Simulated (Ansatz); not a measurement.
B:
```cif
data_B36
_chemical_formula_sum 'B36'
_space_group_name_H-M_alt 'R-3m :H'
_space_group_IT_number 166
_space_group_name_Hall '-R 3 2"'
_cell_length_a 4.87785
_cell_length_b 4.87785
_cell_length_c 12.49486
_cell_angle_alpha 90.000
_cell_angle_beta 90.000
_cell_angle_gamma 120.000
loop_
_atom_site_label
_atom_site_type_symbol
_atom_site_symmetry_multiplicity
_atom_site_Wyckoff_symbol
_atom_site_fract_x
_atom_site_fract_y
_atom_site_fract_z
_atom_site_occupancy
B1 B 18 h 0.23740 0.11870 0.10844 1
B2 B 18 h 0.19662 0.39324 0.02423 1
```
(The calculation used a cell of 12 atoms; values per cell refer to that cell.)

Relaxed at zero pressure with DFT-HSE06 in the program Ansatz with PAW potentials.

Task: The volume is raised by 3 % and shape and atoms relax at that volume. What pressure results, and how do the axes share the change?

Result: -6.2 GPa; a 1.1 %, b 1.1 %, c 0.9 %; the energy rises by 4 meV/atom.

Task: Give the new structure.

Result: 
Space group R-3m, hexagonal axes (No. 166); a = 4.9291 Å, b = 4.9291 Å, c = 12.6032 Å, α = 90.00°, β = 90.00°, γ = 120.00°

| atom | site | symmetry | x | y | z |
|---|---|---|---|---|---|
| B | 18h | .m | 0.2366 | 0.1183 | 0.1085 |
| B | 18h | .m | 0.1957 | 0.3914 | 0.0240 |

The phase is kept; no other phase was compared at this pressure.

The cell was relaxed with HSE06 under the symmetry of its start.

Potentials: the later of the program's two PAW sets.
